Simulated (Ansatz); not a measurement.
# Is this YLuO structure a true minimum?

The structure comes from a proposed guess, relaxed at this level; another structure or a mixture of phases may lie lower.

These are results of DFT PBE, scalar-relativistic, plane waves, PAW in Ansatz, not measurements. Settings: cutoff 420 eV, Γ-centred mesh 12×12×4 on the computed 6-atom cell, Gaussian smearing of 0.10 eV; no spin polarisation.

The cell below (6 atoms, space group P-3m1 (No. 164)) is relaxed within its symmetry.

```xyz
6
Lattice="3.6459 0.0000 0.0000 -1.8229 3.1574 0.0000 0.0000 0.0000 11.9801" Properties=species:S:1:pos:R:3 pbc="T T T"
Y     1.8229    1.0525    4.5420
Y     0.0000    2.1050    7.4381
Lu    0.0000    2.1050    1.4568
Lu    1.8229    1.0525   10.5233
O     1.8229    1.0525    0.9144
O     0.0000    2.1050   11.0657
```

For the test a repeat of it with 12 atoms (edges 3.65, 6.31, 11.98 Å) was strained at random (σ = 1.5 % a component), the atoms were moved at random (σ = 0.05 Å), and all was relaxed again on a coarse 6×4×2 mesh (in the run’s order of axes) with 0.20 eV smearing, with no symmetry imposed.

Task: Is the structure stable against such a distortion?

Result: It returns, within 1 meV/atom of the unmoved cell on that mesh and with the same symmetry when read at 0.1 Å (C2/m at 0.01 Å, so small strains and shifts remain). So it is stable against the distortions that fit this cell and that this random move excites. Modes that don't fit the cell aren't tested.
